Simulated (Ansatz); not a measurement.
A scan (energy against volume; even scaling of the relaxed cell, symmetry kept) gave these values. Computed with PBE (plane waves to 420 eV, PAW, scalar-relativistic; Ansatz, a quantum-chemistry and plane-wave program).

| Quantity | Result |
|---|---|
| Bulk modulus at fixed cell shape B₀ (third-order Birch-Murnaghan fit) | 123 GPa |
| Pressure derivative B₀′ (fit) | 4.6 |
| Equilibrium volume of the fit | 13.10 Å³/atom |

Q: Of these crystals, all scanned alike, which one is it?
(A) Ga₂O₃ (corundum)
(B) CdSe (wurtzite)
(C) Zr (hcp, Mg type)
(D) VBiO₄ (scheelite type, space group I4_1/a)

A: D, VBiO₄ (scheelite type, space group I4_1/a). The others have, for the bulk modulus at fixed cell shape: CdSe 44.6 GPa, Ga2O3 200 GPa, Zr 93.8 GPa

All were relaxed with their symmetry unable to fall. Spin-orbit coupling is left out. The PAW data are Ansatz's earlier set. This is one of several known forms of VBiO4; the measured ambient cells at hand have space group No. 15 or 60. VBiO4 is run without spin polarisation. Zr is run without spin polarisation. Some relaxations began with atoms very close together and may have settled on another branch. With the shape held, the modulus is that of even scaling; a crystal free to change shape is softer.

(Under strain, the slope of the energy per volume gives the stress and its curvature an elastic modulus.)
